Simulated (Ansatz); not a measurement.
AlPt3C:
```
CELL_PARAMETERS angstrom
      4.15230     0.00000     0.00000
      0.00000     4.15230     0.00000
      0.00000     0.00000     4.15230
ATOMIC_POSITIONS crystal
  Al 0.00000 0.00000 0.00000
  Pt 0.00000 0.50000 0.50000
  Pt 0.50000 0.00000 0.50000
  Pt 0.50000 0.50000 0.00000
  C  0.50000 0.50000 0.50000
```

This is the r²SCAN-relaxed structure.

All from the program Ansatz at the r²SCAN level (PAW), unless another level is named. Estimate the electronic character.

metallic (no gap).

Next, the density of states at the Fermi level?

0.51 states/eV per atom (mean over ±0.08 eV).

What about the formation energy from the elements (no fitted shifts)?

0.21 eV/atom.

Predict the gap with spin–orbit coupling.

none (metallic).

Space group Pm-3m (anti-perovskite). The start of the workflow was typed in or built on a structure type; neither database checked (COD, Materials Project) lists it. Whether it is the stable phase at ambient conditions was not checked. Symmetry was held in the r²SCAN relaxation. At this level the phase is mechanically unstable. The run is not spin-polarised. Its formation energy is positive at this level, so the cell may be metastable or incomplete. The references are the lowest solids computed at this level, not always the standard phases. Spin–orbit coupling is left out wherever it is not named.

Potentials: the later of the program's two PAW sets.
